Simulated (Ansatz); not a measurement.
Below is a relaxed structure of Ta₂F. The cell was found from a structure generator's guess, not taken from experiment.

These are results of DFT PBE, scalar-relativistic, plane waves, PAW in Ansatz, not measurements. Cutoff 420 eV, Γ-centred mesh, Gaussian smearing, no spin polarisation.

```cif
data_structure
_symmetry_space_group_name_H-M 'P 1'
_symmetry_Int_Tables_number 1
_cell_length_a 2.7609
_cell_length_b 2.7609
_cell_length_c 6.9742
_cell_angle_alpha 90.000
_cell_angle_beta 90.000
_cell_angle_gamma 90.000
_cell_volume 53.16
loop_
_atom_site_label
_atom_site_type_symbol
_atom_site_fract_x
_atom_site_fract_y
_atom_site_fract_z
_atom_site_occupancy
Ta1 Ta 0.00000 0.00000 0.29955 1
Ta2 Ta 0.00000 0.00000 0.70045 1
F1 F 0.00000 0.00000 0.00000 1
```

Energies over the elements count from the elements' standard structures at the same level (F₂ as a molecule), with no fitted energy shifts.

Question: Find its symmetry and describe it.

Answer: P4/mmm (No. 123). Conventional cell: a = 2.761 Å, c = 6.974 Å. Ta has 1 F at 2.09 Å and 5 Ta at 2.76–2.80 Å; around F lie 2 Ta at 2.09 Å.

Question: How far does it lie from the elements in energy?

Answer: −0.21 eV/atom.

Question: Is it a metal?

Answer: Yes, bands cross the Fermi level on the 16×16×8 mesh.

The last run used a 16×16×8 mesh (in the run's order of axes) for its 3-atom cell and Gaussian smearing of 0.10 eV. These runs have no spin–orbit coupling, which can matter for Ta. An odd number of electrons in the primitive cell allows no gap without spin; a larger cell or a magnetic state could open one. A structure relaxed within its symmetry needn't be a true minimum. Another cell of Ta2F relaxed alike, in C2/m, lies 0.35 eV/atom lower, so this cell isn't the stable form at this level.
